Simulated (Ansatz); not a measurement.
Vibrations of MnRu (P-6m2) by finite displacements

```xyz
2
Lattice="2.5931 0.0000 0.0000 -1.2966 2.2457 0.0000 0.0000 0.0000 4.0220" Properties=species:S:1:pos:R:3 pbc="T T T"
Mn    1.2966    0.7486    2.0110
Ru    0.0000    1.4972    0.0000
```

The conventional cell has a = 2.593 Å, b = 2.593 Å, c = 4.022 Å, α = 90.00°, β = 90.00°, γ = 120.00°. Mn (atom 1) has 6 Ru at 2.51 Å and 6 Mn at 2.59 Å as nearest neighbours. Ru (atom 2) is surrounded by 6 Mn at 2.51 Å and 6 Ru at 2.59 Å.

Unless marked otherwise, the numbers come from LDA, PAW on Ansatz 0.2.0's default frozen-core files (fitted under PBE), scalar-relativistic. k mesh 12×12×8, Fermi-Dirac smearing of 0.050 eV, cutoff 420 eV. The cell was relaxed by PAW under this functional. The structure is one entry of a database and needn't be the stable phase.

Atoms are displaced by 0.0025 Å in the smallest supercells that hold the wave vectors of a 2×2×2 mesh. Negative values stand for unstable modes.

Task: What are the phonon energies at the solved wave vectors, in cm⁻¹?

Result: 

```tsv
q	point	modes (cm⁻¹)
0.000 0.000 0.000	Gamma	194.8 (×2), 258.3
0.500 0.000 0.000	M	147.9, 167.9, 218.6, 235.3, 267.6, 278.3
0.000 0.000 0.500	A	118.5 (×2), 156.8 (×2), 209.0, 313.1
0.500 0.000 0.500	L	147.4, 201.0, 201.6, 228.4, 245.6, 317.5
```

Task: Is the structure dynamically stable at these wave vectors?

Result: Yes, no mode is unstable there; wave vectors off this mesh aren't tested.

Task: How do the optical zone-centre modes decompose, and which are active?

Result: Point group -6m2: Γ_opt = E' + A2''.

| label | cm⁻¹ | activity | mostly |
| --- | --- | --- | --- |
| E' | 194.8 | IR and Raman | Mn (65 %) |
| A2'' | 258.3 | IR | Mn (65 %) |

In a metal the activity is that of symmetry alone; free carriers screen the infrared modes.

Task: The cell is scaled evenly to 22.719 and 24.125 Å³ (from 23.422), with free atoms relaxed and the shape held, so these aren't the values under hydrostatic pressure. What are the mode Grüneisen parameters γ = −d ln ω/d ln V?

Result: For the highest mode, 340.8 cm⁻¹ in the small cell and 295.2 in the large one give γ ≈ 2.39. From the change of the dynamical matrix on each mode:

```json
{"point": "Gamma", "cm⁻¹": "194.8", "γ": "1.67"}
{"point": "Gamma", "cm⁻¹": "258.3", "γ": "3.34"}
{"point": "M", "cm⁻¹": "147.9", "γ": "1.81"}
{"point": "M", "cm⁻¹": "167.9", "γ": "1.96"}
{"point": "M", "cm⁻¹": "218.6", "γ": "3.09"}
{"point": "M", "cm⁻¹": "235.3", "γ": "1.95"}
{"point": "M", "cm⁻¹": "267.6", "γ": "2.58"}
{"point": "M", "cm⁻¹": "278.3", "γ": "2.16"}
{"point": "A", "cm⁻¹": "118.5", "γ": "1.50"}
{"point": "A", "cm⁻¹": "156.8", "γ": "1.46"}
{"point": "A", "cm⁻¹": "209.0", "γ": "2.24"}
{"point": "A", "cm⁻¹": "313.1", "γ": "1.98"}
{"point": "L", "cm⁻¹": "147.4", "γ": "1.86"}
{"point": "L", "cm⁻¹": "201.0", "γ": "1.82"}
{"point": "L", "cm⁻¹": "201.6", "γ": "1.84"}
{"point": "L", "cm⁻¹": "228.4", "γ": "2.17"}
{"point": "L", "cm⁻¹": "245.6", "γ": "2.98"}
{"point": "L", "cm⁻¹": "317.5", "γ": "2.40"}
```

Weighted by the modes' heat capacities at 300 K, the mean on this mesh is 2.14; it moves with the q mesh, and a coarse one overweights the zone boundary.

Known limits: frozen-core PAW files fitted under PBE, their cores solved anew for the functional of the run; no spin polarisation, a magnetic state may lie lower; responses of metals move with mesh and smearing.
